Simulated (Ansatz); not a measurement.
**Does relaxation matter for the field gradients of CdTe with Sb replacing Cd?**

Start: a supercell of CdTe (zinc blende type, F-43m) built from a COD entry (the entry's cell lengths or inner coordinates differ somewhat from later room-temperature determinations), with all atoms left at the host's positions.

```cif
data_Cd26SbTe27
_symmetry_space_group_name_H-M 'F-43m'
_symmetry_Int_Tables_number 216
_cell_length_a 19.2300
_cell_length_b 19.2300
_cell_length_c 19.2300
_cell_angle_alpha 90.000
_cell_angle_beta 90.000
_cell_angle_gamma 90.000
loop_
_atom_site_label
_atom_site_type_symbol
_atom_site_symmetry_multiplicity
_atom_site_Wyckoff_symbol
_atom_site_fract_x
_atom_site_fract_y
_atom_site_fract_z
Sb Sb 4 a 0.0000 0.0000 0.0000
Cd2 Cd 48 h 0.1667 0.0000 0.1667
Cd5 Cd 16 e 0.3333 0.8333 0.1667
Cd9 Cd 16 e 0.6667 0.6667 0.3333
Cd15 Cd 24 f 0.5000 0.6667 0.5000
Te28 Te 16 e 0.0833 0.9167 0.0833
Te29 Te 24 g 0.2500 0.9167 0.2500
Te33 Te 48 h 0.5833 0.7500 0.4167
Te41 Te 16 e 0.4167 0.5833 0.4167
Te54 Te 4 c 0.7500 0.2500 0.7500
```

One atom of each set is listed; the run and its k-mesh use a cell of 54 atoms with edges of 13.60, 13.60, 13.60 Å.

Level of theory: DFT, PBE, plane waves and PAW, scalar-relativistic, 420 eV cutoff, Γ-centred 2×2×2 k-points, Fermi–Dirac smearing 0.01 eV, cell charge +1 (Ansatz 0.2.0).

The largest force at the start is 1.1 eV/Å. Relaxing the ions at fixed cell moves them by 0.152 Å at most (atom 28, Te) and 0.055 Å rms.

```
site  moved (Å)              first shell before               first shell after  V_zz before (10²¹ V/m²)  η before
  Sb      0.000                  4 Te at 2.78 Å                  4 Te at 2.93 Å                     0.00         –
 Cd2      0.073                  4 Te at 2.78 Å             4 Te at 2.76–2.80 Å                     2.40      0.06
 Cd5      0.016                  4 Te at 2.78 Å             4 Te at 2.76–2.77 Å                    -0.36      0.00
 Cd9      0.007                  4 Te at 2.78 Å                  4 Te at 2.77 Å                    -0.33      0.00
Cd15      0.015                  4 Te at 2.78 Å                  4 Te at 2.77 Å                     0.28      0.77
Te28      0.152  1 Sb at 2.78 Å, 3 Cd at 2.78 Å  3 Cd at 2.80 Å, 1 Sb at 2.93 Å                    17.27      0.00
Te29      0.018                  4 Cd at 2.78 Å                  4 Cd at 2.77 Å                     4.05      0.27
Te33      0.015                  4 Cd at 2.78 Å             4 Cd at 2.76–2.77 Å                    -1.86      0.09
Te41      0.003                  4 Cd at 2.78 Å             4 Cd at 2.76–2.77 Å                   -0.069      0.00
```

**Question.** How do the gradients change?

**Answer.** 

```tsv
site	V_zz after	η after	change of V_zz
Sb	0.00	–	0.00
Cd2	3.28	0.00	+0.88
Cd5	-0.59	0.00	-0.23
Cd9	-0.37	0.00	-0.04
Cd15	-0.48	0.92	–
Te28	17.16	0.00	-0.11
Te29	-1.11	0.24	–
Te33	-1.25	0.97	+0.61
Te41	0.24	0.00	+0.31
```

The largest change of V_zz along a kept axis is on Cd2, from 2.40 to 3.28. The whole tensor moves most on Te29, by 3.36 along its most changed direction. In per cent, |V_zz| changes by +36 on Cd, -33 to -1 on Te (all sites that start above 0.5, bar those whose gradient vanishes or changes sign or whose main axis turns by over 40°). On Te33 V_xx and V_yy change places (or their axes turn by over 50°), so the two values of η hide a larger change. V_zz changes sign on Te41 (same axis). On Te29, Cd15 the largest principal value lies along another axis in the second run, so the two V_zz can't be compared directly. Other sites without a gradient aren't listed.

The defect repeats with the cell of 54 atoms, so it feels its images: sites between two images don't show the values beside a lone defect, and zeros or small values of η there can come from the images' arrangement. A uniform background compensates the cell's charge. Without spin–orbit coupling the gradients at and beside Te can be off by some per cent, at some sites by more.
Before: With a gap of 0.7 eV on this mesh, small gradients can still move by 0.1 × 10²¹ V/m² or more as the k-mesh gets denser. The neighbours have not yet relaxed around the defect (largest force 1.1 eV/Å), so a real crystal will differ.
After: The relaxation keeps the site symmetry -43m of the start, so the impurity can't leave its site; a start off the site could end lower. With a gap of 0.8 eV on this mesh, small gradients can still move by 0.1 × 10²¹ V/m² or more as the k-mesh gets denser.
